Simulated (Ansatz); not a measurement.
Structure search: one ScZnC4N4 candidate

Method: Ansatz, DFT PBE, scalar-relativistic, plane waves, PAW. Cutoff 420 eV, Gaussian smearing, Γ-centred meshes. Cell and atoms relax first on a coarse mesh and then on a finer one. In between, the cell is made exact in the group found at 0.06 Å. In metals the finer mesh still leaves noise of several meV/atom or more. The steps can't lower the symmetry of their start. Collinear spin is switched on along the way, since trial moments persisted in a coarse test.

Recipe of this trial structure of ScZnC4N4: two interpenetrating cyanide-bridged diamond nets (P-43m, No. 215). Lengths were set from tabulated atomic sizes, so they are only a guess.

```xyz
10
Lattice="6.0125 0.0000 0.0000 0.0000 6.0125 0.0000 0.0000 0.0000 6.0125" Properties=species:S:1:pos:R:3 pbc="T T T"
Sc    3.0063    3.0063    3.0063
Zn    0.0000    0.0000    0.0000
C     1.1068    1.1068    1.1068
C     1.1068    4.9057    4.9057
C     4.9057    1.1068    4.9057
C     4.9057    4.9057    1.1068
N     1.7823    1.7823    1.7823
N     1.7823    4.2302    4.2302
N     4.2302    1.7823    4.2302
N     4.2302    4.2302    1.7823
```

Energies over the elements count from the elements' standard structures at the same level (N₂ as a molecule), with no fitted energy shifts.

Q: Where does the relaxation end?

A: The symmetry stays P-43m (No. 215). The volume per atom grows by 6.7 %, from 21.7 to 23.2 Å³. The shortest distance stays 1.17 Å (C–N). Conventional cell: a = 6.144 Å. Sc is surrounded by 4 N at 2.14 Å; Zn has 4 C at 2.01 Å; around C lie 1 N at 1.17 Å and 1 Zn at 2.01 Å; N is surrounded by 1 C at 1.17 Å and 1 Sc at 2.14 Å.

```
CELL_PARAMETERS angstrom
6.14376 0.00000 0.00000
0.00000 6.14376 0.00000
0.00000 0.00000 6.14376
ATOMIC_POSITIONS crystal
Sc 0.50000 0.50000 0.50000
Zn 0.00000 0.00000 0.00000
C 0.18875 0.18875 0.18875
C 0.18875 0.81125 0.81125
C 0.81125 0.18875 0.81125
C 0.81125 0.81125 0.18875
N 0.29894 0.29894 0.29894
N 0.29894 0.70106 0.70106
N 0.70106 0.29894 0.70106
N 0.70106 0.70106 0.29894
```

Q: How does it come out in energy, and is it a metal?

A: The formation energy is +0.06 eV/atom. The gap on the 6×6×6 mesh of the 10-atom cell is 0 eV (a metal), the net moment per atom is 0.10 μB and the moment by site is Sc 0.4 μB.

It can't be a ground state, since the elements alone are lower.

The last run used collinear spin and Gaussian smearing of 0.10 eV. The reference form of C is held partly by dispersion forces, which this level lacks. Another magnetic order may lie lower. A structure relaxed within its symmetry needn't be a true minimum. Site moments count only spheres around the atoms; the net moment includes the space between them.
